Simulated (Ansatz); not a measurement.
An Ansatz (a first-principles code) run. Input:

Ansatz 0.2 input:
```yaml
crystal:
  lattice:
    - [5.0650779686, 0.0, 0.0]
    - [0.0, 8.5547934845, 0.0]
    - [0.0, 0.0, 4.6860232897]
  atoms:
    - { symbol: Li, position: [0.5, 0.0, 0.0] }
    - { symbol: Li, position: [0.0, 0.0, 0.5] }
    - { symbol: Li, position: [0.0, 0.5, 0.5] }
    - { symbol: Li, position: [0.5, 0.5, 0.0] }
    - { symbol: Ta, position: [0.5570943175, 0.25, 0.5583195069] }
    - { symbol: Ta, position: [0.4429056825, 0.75, 0.4416804931] }
    - { symbol: Ta, position: [0.9429056825, 0.75, 0.0583195069] }
    - { symbol: Ta, position: [0.0570943175, 0.25, 0.9416804931] }
    - { symbol: O, position: [0.8887541703, 0.25, 0.3069059742] }
    - { symbol: O, position: [0.1112458297, 0.75, 0.6930940258] }
    - { symbol: O, position: [0.6112458297, 0.75, 0.8069059742] }
    - { symbol: O, position: [0.3887541703, 0.25, 0.1930940258] }
    - { symbol: O, position: [0.7956587854, 0.1030245508, 0.7928061302] }
    - { symbol: O, position: [0.2043412146, 0.8969754492, 0.2071938698] }
    - { symbol: O, position: [0.7043412146, 0.8969754492, 0.2928061302] }
    - { symbol: O, position: [0.2956587854, 0.1030245508, 0.7071938698] }
    - { symbol: O, position: [0.2956587854, 0.3969754492, 0.7071938698] }
    - { symbol: O, position: [0.7043412146, 0.6030245508, 0.2928061302] }
    - { symbol: O, position: [0.2043412146, 0.6030245508, 0.2071938698] }
    - { symbol: O, position: [0.7956587854, 0.3969754492, 0.7928061302] }
kpoints:
  mp_grid: { grid: [5, 3, 5] }
basis: { xc_grid: 2 }
hamiltonian:
  xc: pbesol
  pseudopotentials: { azcp: { folder: ./paw }, kind: paw }
scf:
  occupations: { method: fixed }
output:
  optics: { e_range: [0.0, 15.0], de: 0.05, sigma: 0.1, bands: { spectra_wanted_up_to: 12 eV } }
```

Output (shortened):

```
output.optics: the spectra are integrated over the Brillouin zone by k·p interpolation around the k-points, where levels, occupations, output.optics.sigma and …
Pseudopotential: Li, paw, valence charge 3
Pseudopotential: Ta, paw, valence charge 13
Pseudopotential: O, paw, valence charge 6
Functional definition: PBEsol
Crystal: 20 atoms, lattice volume = 203.049 Å³
Basis set: ecut = 420 eV, 3991 PW (Γ), exchange–correlation on 72×120×64 points (8 copies of the dense FFT grid, shifted against one another)
Bands: 88, of which v1, the nominal top of the filled ones, is band 68 counted from 1 (67 counted from 0)
Symmetry: 8 space group operations
Space group: Pnma (ITA 62), of the structure as read, at distance tolerance 5.9e-5 Å
k-points: 18 of 75
SCF iter   1: F=—  HF=-46795.887341 eV  |F-HF|=—  |Δ(HF+E_count)|=         —  Δρ=6.44e-2  dr2=7.50e0  ethr=3.10e-3  ⟨swp⟩=4.0  Hψ=5464  notcnv=0  defer=248
preconditioner: auto → Resta (q_TF=auto, 2.552 Å⁻¹)
SCF iter   2: F=—  HF=-46794.798368 eV  |F-HF|=—  |Δ(HF+E_count)|=    1.09e0  Δρ=3.53e-2  dr2=1.80e0  ethr=3.10e-3  ⟨swp⟩=2.2  Hψ=2453  notcnv=0  defer=301
SCF iter   3: F=—  HF=-46794.583168 eV  |F-HF|=—  |Δ(HF+E_count)|=   2.15e-1  Δρ=1.49e-2  dr2=5.55e-1  ethr=1.32e-3  ⟨swp⟩=2.0  Hψ=2027  notcnv=0  defer=308
SCF iter   4: F=—  HF=-46794.501320 eV  |F-HF|=—  |Δ(HF+E_count)|=   8.18e-2  Δρ=3.44e-3  dr2=2.01e-2  ethr=4.08e-4  ⟨swp⟩=2.0  Hψ=2197  notcnv=0  defer=321
SCF iter   5: F=—  HF=-46794.510546 eV  |F-HF|=—  |Δ(HF+E_count)|=   9.23e-3  Δρ=7.50e-4  dr2=1.16e-3  ethr=1.48e-5  ⟨swp⟩=2.0  Hψ=2369  notcnv=0  defer=324
SCF iter   6: F=—  HF=-46794.511121 eV  |F-HF|=—  |Δ(HF+E_count)|=   5.75e-4  Δρ=8.62e-4  dr2=1.21e-3  ethr=8.50e-7  ⟨swp⟩=2.0  Hψ=2235  notcnv=0  defer=324
SCF iter   7: F=—  HF=-46794.510905 eV  |F-HF|=—  |Δ(HF+E_count)|=   2.16e-4  Δρ=7.31e-5  dr2=9.37e-6  ethr=8.50e-7  ⟨swp⟩=2.0  Hψ=2104  notcnv=0  defer=256
SCF iter   8: F=—  HF=-46794.511077 eV  |F-HF|=—  |Δ(HF+E_count)|=   1.71e-4  Δρ=1.41e-5  dr2=4.79e-7  ethr=6.89e-9  ⟨swp⟩=2.0  Hψ=2256  notcnv=0  defer=240
SCF iter  12: F=-46794.511077 eV  HF=-46794.511077 eV  |F-HF|=2.91e-11  |Δ(HF+E_count)|=    0.00e0  Δρ=3.99e-8  dr2=2.90e-12  ethr=1.00e-12  ⟨swp⟩=10.3  Hψ=5892  notcnv=0
SCF 1 converged in 12 iterations: F = -46794.511077 eV  dr2 = 2.90e-12
NSCF: frozen V_eff on 18 k-points
Optics k sum: 0 of 18 k-points
Optics k sum: 1 of 18 k-points
Optics k sum: 2 of 18 k-points
Optics k sum: 3 of 18 k-points
Optics k sum: 4 of 18 k-points
Optics k sum: 5 of 18 k-points
Optics k sum: 6 of 18 k-points
Optics k sum: 7 of 18 k-points
Optics k sum: 8 of 18 k-points
Optics k sum: 9 of 18 k-points
Optics k sum: 10 of 18 k-points
Optics k sum: 11 of 18 k-points
Optics k sum: 12 of 18 k-points
Optics k sum: 13 of 18 k-points
Optics k sum: 14 of 18 k-points
Optics k sum: 15 of 18 k-points
Optics k sum: 16 of 18 k-points
Optics k sum: 17 of 18 k-points
Optics k sum: 18 of 18 k-points
Optics k sum: 0 of 18 k-points
Optics k sum: 1 of 18 k-points
Optics k sum: 2 of 18 k-points
Optics k sum: 3 of 18 k-points
Optics k sum: 4 of 18 k-points
Optics k sum: 5 of 18 k-points
Optics k sum: 6 of 18 k-points
Optics k sum: 7 of 18 k-points
Optics k sum: 8 of 18 k-points
Optics k sum: 9 of 18 k-points
Optics k sum: 10 of 18 k-points
Optics k sum: 11 of 18 k-points
Optics k sum: 12 of 18 k-points
Optics k sum: 13 of 18 k-points
Optics k sum: 14 of 18 k-points
Optics k sum: 15 of 18 k-points
Optics k sum: 16 of 18 k-points
Optics k sum: 17 of 18 k-points
Optics k sum: 18 of 18 k-points
NSCF: frozen V_eff on 1 k-points
NSCF: frozen V_eff on 1 k-points
NSCF: frozen V_eff on 1 k-points
NSCF: frozen V_eff on 1 k-points
NSCF: frozen V_eff on 1 k-points
NSCF: frozen V_eff on 1 k-points
NSCF: frozen V_eff on 1 k-points
output.optics: what the bands over the 128 summed would add to eps1, eps2 and the energy-loss function is held between a lower and an upper bound (9 Lanczos …
SCF converged after 12 iterations
Free energy (F): -46794.511077 eV
Harris-Foulkes:  -46794.511077 eV  (|F-HF|=2.91e-11)
Internal energy: -46794.511077 eV  (E = F + TS)
E sigma→0 (E₀):  -46794.511077 eV
Fermi energy:    8.687247 eV
--- Per-component energies (eV) ---
  E_band       = -1120.568497
  E_kinetic    = 3647.157997
  E_local      = -7867.321858  (includes V_loc(G=0)·N_el)
  E_nonlocal   = 527.723365
  E_hartree    = 2823.428368
  E_xc         = -2158.117301
  E_vxc        = -2067.372014  (∫ρ·V_xc dr)
  E_paw        = -34701.590136  (= ΣΔE_a)
  E_vpaw       = -1007.623483  (= ΣTr[D̂ρ^β])
  E_aug_tail   = 0.010786  (compensation charges beyond the density's cutoff)
  E_ewald      = -9067.080603
  E_core_change = 1.278306  (= ΣΔE_core)
  E_smearing   =  0.000000  (= −TS)
  E_closure    = 0.000000  (closes the sum)
  Σ components = -46794.511077   (vs F -46794.511077, Δ=0.00e0)
  [band-id]    e_kinetic+e_local+e_nonlocal+2·e_hartree+e_vxc+e_vpaw+e_augmentation_tail = -1120.568472   (vs E_band -1120.568497, Δ=2.49e-5)
--- Band table (eV; the first three rows and the last of 18) ---
  k-point 0: bands = ["-58.8584", "-58.8583", "-58.8363", "-58.8363", "-33.3158", "-33.3157", "-33.3085", "-33.3082", "-25.6518", "-25.6500", "-25.5721", "-25.5702", "-25.5401", "-25.5312", "-25.4104", "-25.4033", "-25.3423", "-25.3417", "-25.2273", …
  k-point 1: bands = ["-58.8581", "-58.8581", "-58.8366", "-58.8365", "-33.3150", "-33.3150", "-33.3092", "-33.3089", "-25.6382", "-25.6367", "-25.5568", "-25.5554", "-25.5376", "-25.5302", "-25.4115", "-25.4055", "-25.3618", "-25.3613", "-25.2427", …
  k-point 2: bands = ["-58.8577", "-58.8577", "-58.8370", "-58.8369", "-33.3132", "-33.3131", "-33.3110", "-33.3108", "-25.6131", "-25.6125", "-25.5326", "-25.5296", "-25.5231", "-25.5224", "-25.4124", "-25.4100", "-25.4023", "-25.4021", "-25.2702", …
  k-point 17: bands = ["-58.8505", "-58.8505", "-58.8441", "-58.8441", "-33.3124", "-33.3123", "-33.3117", "-33.3116", "-25.6374", "-25.6372", "-25.6030", "-25.6029", "-25.4907", "-25.4893", "-25.4535", "-25.4521", "-25.3035", "-25.3034", "-25.2602", …
```

Cost: very roughly 4 core-minutes on shared cores.

The workflow started from a Materials Project entry (that database holds measured and hypothetical structures alike); the Crystallography Open Database copy checked does not list it. It is not the phase usual at ambient conditions (space group No. 161). The cell was relaxed with PBEsol under the symmetry of its start; its stability against distortions is not shown here. No spin polarisation was allowed. Scalar-relativistic: spin–orbit coupling is off unless named, which matters more the heavier the elements.

Potentials: the earlier of the program's two PAW sets.

Ansatz is a plane-wave DFT program.
